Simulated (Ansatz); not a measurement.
# Hf: from a starting cell to a relaxed one

The start is a generated cell, Hf built in the AFLOW prototype A_cI16_206_c (as in Si). The structure is fully relaxed (lattice and positions, P = 0) with PBE (plane waves to 420 eV, PAW, scalar-relativistic; Ansatz, a program for electronic structure). The first steps use a coarse 7×7×7 k-mesh.

Input geometry:
```yaml
crystal:
  lattice:
    - [-3.55409, 3.55409, 3.55409]
    - [3.55409, -3.55409, 3.55409]
    - [3.55409, 3.55409, -3.55409]
  atoms:
    - { symbol: Hf, position: [0.29980, 0.29980, 0.29980] }
    - { symbol: Hf, position: [0.50000, 0.00000, 0.20020] }
    - { symbol: Hf, position: [0.00000, 0.20020, 0.50000] }
    - { symbol: Hf, position: [0.20020, 0.50000, 0.00000] }
    - { symbol: Hf, position: [0.70020, 0.70020, 0.70020] }
    - { symbol: Hf, position: [0.50000, 0.00000, 0.79980] }
    - { symbol: Hf, position: [0.00000, 0.79980, 0.50000] }
    - { symbol: Hf, position: [0.79980, 0.50000, 0.00000] }
```

Question: How does the volume change?

Answer: +21.0 %, from 22.45 to 27.15 Å³/atom.

Question: What band gap does the relaxed structure have at this level?

Answer: Zero (metallic).

Question: What does it relax into? Give the structure.

Answer: 
Space group Ia-3d (No. 230); a = b = c = 7.5737 Å, α = β = γ = 90.00°

```
atom  site  symmetry       x       y       z
----  ----  --------  ------  ------  ------
Hf     16b       .32  0.1250  0.1250  0.1250
```
(The calculation used a cell of 8 atoms; values per cell refer to that cell.)

Final values are on a 9×9×9 k-mesh of the relaxed cell. The start holds a very short contact (Hf–Hf 2.46 Å). No spin polarisation in the result.

The run could not lose the symmetry of its start: the end is stationary, and may be a saddle point rather than a minimum.

The relaxed structure here is a generated cell of Hf: the first start was made by placing the elements on the sites of a structure type, and the end was not matched to a known phase here, so it may be hypothetical. Known forms of Hf include space group No. 194.
